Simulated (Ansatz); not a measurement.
# CaH5: start and end of a relaxation

The cell of CaH5 is invented: random cell by space group and Wyckoff sites (C2, No. 5). Its size is a rough estimate.

start.cif

```cif
data_structure
_symmetry_space_group_name_H-M 'C2'
_symmetry_Int_Tables_number 5
_cell_length_a 6.3233
_cell_length_b 5.9928
_cell_length_c 4.2410
_cell_angle_alpha 90.000
_cell_angle_beta 104.498
_cell_angle_gamma 90.000
_cell_volume 155.60
loop_
_atom_site_label
_atom_site_type_symbol
_atom_site_symmetry_multiplicity
_atom_site_Wyckoff_symbol
_atom_site_fract_x
_atom_site_fract_y
_atom_site_fract_z
_atom_site_occupancy
Ca1 Ca 2 a 0.00000 0.26775 0.00000 1
H1 H 4 c 0.38929 0.58263 0.35229 1
H2 H 4 c 0.05198 0.85414 0.34565 1
H3 H 2 a 0.00000 0.94602 0.00000 1
```

Method: Ansatz 0.2.0, DFT PBE, scalar-relativistic, plane waves, PAW. Cutoff 420 eV, Gaussian smearing, Γ-centred meshes. Cell and atoms relax first on a coarse mesh and then on a finer one. In between, the cell is made exact in the group found at 0.06 Å. In metals the finer mesh still leaves noise of several meV/atom or more. The steps can't lower the symmetry of their start. No spin polarisation.

end.cif

```cif
data_structure
_symmetry_space_group_name_H-M 'Imm2'
_symmetry_Int_Tables_number 44
_cell_length_a 3.1805
_cell_length_b 6.7300
_cell_length_c 5.1172
_cell_angle_alpha 90.000
_cell_angle_beta 90.000
_cell_angle_gamma 90.000
_cell_volume 109.53
loop_
_atom_site_label
_atom_site_type_symbol
_atom_site_symmetry_multiplicity
_atom_site_Wyckoff_symbol
_atom_site_fract_x
_atom_site_fract_y
_atom_site_fract_z
_atom_site_occupancy
Ca1 Ca 2 a 0.50000 0.50000 0.84442 1
H1 H 4 d 0.50000 0.81016 0.17667 1
H2 H 4 c 0.83808 0.50000 0.29388 1
H3 H 2 a 0.50000 0.50000 0.30179 1
```

The symmetry goes from C2 (No. 5) to Imm2 (No. 44). The volume per atom shrinks by 29.6 %, from 13.0 to 9.1 Å³. The shortest distance goes from 1.52 Å (H–H) to 1.03 Å (H–H). The energy falls by about 0.63 eV/atom (the start's value is from the coarse mesh). The end is written in a standard setting, so origin, axes and order of atoms can differ from the start's.

For CaH5, the volume per atom is 9.1 Å³. The density is 1.4 g/cm³. The energy over the elements is +0.15 eV/atom. The gap on the 14×14×14 mesh of the 6-atom cell is 0 eV (a metal).

The zero of energy is the elements' standard structures at the same level (H₂ as a molecule); no fitted shifts are applied. The separate elements lie lower, so it is unstable against them.

The last run used Gaussian smearing of 0.10 eV. No dispersion correction is applied, so the spacing and binding between layers, chains or molecules are poorly described. The cell is a metal run without spin; a magnetic state may lie lower. With hydrogen, zero-point motion can shift formation energies by some tens of meV/atom. Symmetry constrained the relaxation, so the result can be a saddle point. In all, the 4 runs took 3.6 min on 1 thread of Intel(R) Xeon(R) CPU @ 2.80GHz (Skylake/Cascade Lake) (shared host).
